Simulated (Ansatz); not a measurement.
ZnS (zinc blende)

```
CELL_PARAMETERS angstrom
      0.00000     5.44344     5.44344
      2.72172     2.72172     5.44344
      2.72172     2.72172     0.00000
ATOMIC_POSITIONS crystal
  S  0.00000 0.75000 0.75000
  S  0.50000 0.75000 0.75000
  Zn 0.00000 0.00000 0.00000
  Zn 0.50000 0.00000 0.00000
```

The atoms are displaced by Q × the pattern below (from a DFPT mode at X = (0.5, 0.5, 0.0), largest move 1; Q in Å), at fixed cell. (q is in reciprocal vectors of the primitive cell; the cell shown is doubled to hold the pattern.)

```tsv
atom	x	y	z
Zn3	0.000	0.000	1.000
Zn4	0.000	0.000	-1.000
```

Atoms not listed stay in place.

Level of theory: PBE (plane waves to 420 eV, PAW, scalar-relativistic; Ansatz, a first-principles code). k mesh 10×10×10 (Γ-centred), Fermi-Dirac smearing 0.05 eV. E stands for the smeared free energy. ZnS was relaxed with its symmetry unable to fall. ΔE is measured from the undisplaced structure.

```json
[
 {"Q (Å)": "-0.100", "ΔE (meV/cell)": "100.0"},
 {"Q (Å)": "-0.067", "ΔE (meV/cell)": "44.5"},
 {"Q (Å)": "-0.033", "ΔE (meV/cell)": "11.1"},
 {"Q (Å)": "0.000", "ΔE (meV/cell)": "0.0"},
 {"Q (Å)": "0.033", "ΔE (meV/cell)": "11.1"},
 {"Q (Å)": "0.067", "ΔE (meV/cell)": "44.5"},
 {"Q (Å)": "0.100", "ΔE (meV/cell)": "100.0"}
]
```

Question: Which DFPT wavenumber at X = (0.5, 0.5, 0.0) belongs to this mode?
A. 90 cm⁻¹
B. 204 cm⁻¹
C. 293 cm⁻¹

Answer: B, 204 cm⁻¹. The curvature of the scan gives 204 cm⁻¹

(A displaced cell: forces are minus the slopes of the energy, force constants its curvatures, and phonons follow from these.)
